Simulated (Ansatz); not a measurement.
Input:

MgH2:
```
MgH2
1.0
    4.48492     0.00000     0.00000
    0.00000     4.48492     0.00000
    0.00000     0.00000     2.99660
Mg H
2 4
Direct
  0.50000   0.50000   0.50000
  0.00000   0.00000   0.00000
  0.69539   0.69539   0.00000
  0.30461   0.30461   0.00000
  0.80461   0.19539   0.50000
  0.19539   0.80461   0.50000
```

This is the r²SCAN-relaxed structure.

All from r²SCAN (plane waves, PAW; program Ansatz), unless another level is named. Estimate the highest zone-centre frequency (without LO–TO term).

1517 cm^-1.

What about the bulk modulus (Birch–Murnaghan fit)?

51.5 GPa.

Space group P4_2/mnm (rutile). The cell was relaxed with r²SCAN under the symmetry of its start; phonons on a q-mesh show no instability.

Potentials: the later of the program's two PAW sets.
